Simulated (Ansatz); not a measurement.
Mn₂B:
Space group I4/mcm (No. 140); a = b = 5.0107 Å, c = 4.0612 Å, α = β = γ = 90.00°

```
atom  site  symmetry       x       y       z
----  ----  --------  ------  ------  ------
Mn      8h      m.2m  0.1585  0.3415  0.0000
B       4a       422  0.0000  0.0000  0.2500
```
(The calculation used a cell of 6 atoms; values per cell refer to that cell.)

Relaxed with PBEsol.

**Question.** Which orbitals make up the states near the Fermi level in the program Ansatz at the PBEsol level (PAW)?

**Answer.** Within 0.5 eV of the Fermi level: Mn 3d 95 %. Projections are on Löwdin-orthogonalised atomic valence shells; empty p or d shells of many metals are not among them.

**Question.** Tabulate the density of states.

**Answer.** States/eV per cell of 6 atoms, in 0.25 eV bins, energy from the Fermi level.

| E (eV) | total | Mn 3d | B 2p | Mn 4s |
|---|---|---|---|---|
| -7.85 | 0.60 | 0.19 | 0.24 | 0.03 |
| -7.60 | 0.91 | 0.24 | 0.41 | 0.12 |
| -7.35 | 0.94 | 0.27 | 0.44 | 0.12 |
| -7.10 | 0.92 | 0.25 | 0.42 | 0.13 |
| -6.85 | 1.31 | 0.35 | 0.62 | 0.21 |
| -6.60 | 1.72 | 0.50 | 0.80 | 0.27 |
| -6.35 | 1.81 | 0.61 | 0.79 | 0.27 |
| -6.10 | 1.85 | 0.68 | 0.78 | 0.29 |
| -5.85 | 2.22 | 1.00 | 0.83 | 0.29 |
| -5.60 | 1.96 | 0.94 | 0.67 | 0.19 |
| -5.35 | 2.31 | 1.16 | 0.76 | 0.22 |
| -5.10 | 2.35 | 1.27 | 0.74 | 0.17 |
| -4.85 | 2.88 | 1.72 | 0.79 | 0.20 |
| -4.60 | 3.14 | 1.98 | 0.80 | 0.22 |
| -4.35 | 2.65 | 1.76 | 0.64 | 0.17 |
| -4.10 | 4.32 | 3.00 | 1.10 | 0.13 |
| -3.85 | 4.50 | 3.21 | 0.98 | 0.17 |
| -3.60 | 8.15 | 6.41 | 1.19 | 0.27 |
| -3.35 | 9.82 | 7.85 | 1.36 | 0.26 |
| -3.10 | 10.52 | 8.59 | 1.27 | 0.27 |
| -2.85 | 8.27 | 6.63 | 0.84 | 0.34 |
| -2.60 | 5.61 | 4.37 | 0.50 | 0.38 |
| -2.35 | 4.34 | 3.61 | 0.34 | 0.23 |
| -2.10 | 3.21 | 2.76 | 0.21 | 0.13 |
| -1.85 | 3.25 | 2.93 | 0.12 | 0.11 |
| -1.60 | 3.84 | 3.48 | 0.14 | 0.11 |
| -1.35 | 4.40 | 4.07 | 0.11 | 0.10 |
| -1.10 | 6.44 | 6.05 | 0.11 | 0.13 |
| -0.85 | 4.64 | 4.26 | 0.13 | 0.14 |
| -0.60 | 5.20 | 4.84 | 0.17 | 0.10 |
| -0.35 | 5.72 | 5.30 | 0.25 | 0.09 |
| -0.10 | 4.26 | 3.98 | 0.18 | 0.05 |
| 0.15 | 5.72 | 5.44 | 0.19 | 0.04 |
| 0.40 | 9.15 | 8.81 | 0.22 | 0.05 |
| 0.65 | 9.51 | 9.12 | 0.23 | 0.06 |
| 0.90 | 5.99 | 5.66 | 0.16 | 0.06 |
| 1.15 | 6.80 | 6.50 | 0.15 | 0.05 |
| 1.40 | 5.61 | 5.18 | 0.21 | 0.08 |
| 1.65 | 4.32 | 3.58 | 0.40 | 0.10 |
| 1.90 | 3.68 | 2.83 | 0.57 | 0.09 |
| 2.15 | 2.02 | 1.43 | 0.36 | 0.08 |
| 2.40 | 1.65 | 1.06 | 0.37 | 0.08 |
| 2.65 | 1.83 | 1.10 | 0.53 | 0.07 |
| 2.90 | 2.36 | 1.36 | 0.80 | 0.08 |
| 3.15 | 2.57 | 1.39 | 0.97 | 0.06 |
| 3.40 | 1.46 | 0.72 | 0.59 | 0.06 |
| 3.65 | 0.93 | 0.43 | 0.37 | 0.06 |
| 3.90 | 0.94 | 0.40 | 0.39 | 0.07 |
| 4.15 | 0.99 | 0.39 | 0.42 | 0.08 |
| 4.40 | 1.33 | 0.49 | 0.51 | 0.10 |
| 4.65 | 2.59 | 0.92 | 0.94 | 0.14 |

The first step of the workflow began from a Materials Project structure, measured or hypothetical; the Crystallography Open Database files this formula in space group No. 140, but the cells were not matched. Whether it is the stable phase at ambient conditions was not checked. The cell was relaxed with PBEsol under the symmetry of its start; whether a distortion lowers the energy is not shown. The workflow began spin-polarised and lost its moments.

Potentials: the later of the program's two PAW sets.
